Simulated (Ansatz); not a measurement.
WS₂:
```
CELL_PARAMETERS angstrom
      3.15411     0.00000     0.00000
     -1.57705     2.73154     0.00000
      0.00000     0.00000    12.14106
ATOMIC_POSITIONS crystal
  W  0.33333 0.66667 0.75000
  W  0.66667 0.33333 0.25000
  S  0.33333 0.66667 0.12030
  S  0.66667 0.33333 0.87970
  S  0.66667 0.33333 0.62030
  S  0.33333 0.66667 0.37970
```

x, y and z are the axes in which the lattice vectors are written.

Q: Give the high-frequency dielectric tensor and the Born effective charge tensors of the independent atoms from DFPT, the program Ansatz at the PBE+D3(BJ) level (PAW).

A: 
ε∞:
```
14.1  0.00  0.00
0.00  14.1  0.00
0.00  0.00  6.63
```
Z* of atom 1 (W), rows: field, columns: displacement, in e:
```
-0.56   0.00   0.00
 0.00  -0.56   0.00
 0.00   0.00  -0.50
```
Z* of atom 3 (S), rows: field, columns: displacement, in e:
```
0.28  0.00  0.00
0.00  0.28  0.00
0.00  0.00  0.25
```

Static charges for comparison (Bader): W1 +1.36, S3 -0.68 e. Born charges measure polarisation by displacement and can exceed these by far.

Space group P6_3/mmc. Symmetry was held in the PBE+D3(BJ) relaxation; phonons on a q-mesh show no instability. The run is not spin-polarised. Scalar-relativistic: spin–orbit coupling is off unless named, which matters more the heavier the elements.

Potentials: the later of the program's two PAW sets.
